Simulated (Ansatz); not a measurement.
Data:

B:
```xyz
4
Lattice="-2.3264 2.3264 2.3264 2.3264 -2.3264 2.3264 2.3264 2.3264 -2.3264" Properties=species:S:1:pos:R:3 pbc="T T T"
B      1.7448     0.5816    -0.5816
B      0.5816    -0.5816     1.7448
B     -0.5816     1.7448     0.5816
B      0.5816     0.5816     0.5816
```

This is the PBE-relaxed structure.

Question: All from PBE in the plane-wave PAW code Ansatz, unless another level is named. Estimate the hole effective mass.

Answer: 0.55, 0.55, 1.1 mₑ (principal values).

Question: Predict the smallest direct gap on the standard path.

Answer: 2.69 eV.

Question: Predict the band gap.

Answer: 1.48 eV (indirect).

Question: And the valence-band maximum?

Answer: on the P–H line, 18 % of the way from P.

Question: Give the conduction-band minimum.

Answer: on the Γ–P line, 21 % of the way from Γ (8 equivalent valleys).

Space group I4_132. The start of the workflow was typed in or built on a structure type; neither database checked (COD, Materials Project) lists it. It is not the phase usual at ambient conditions (space group No. 166). The cell was relaxed with PBE under the symmetry of its start; its stability against distortions is not shown here.

Potentials: the later of the program's two PAW sets.
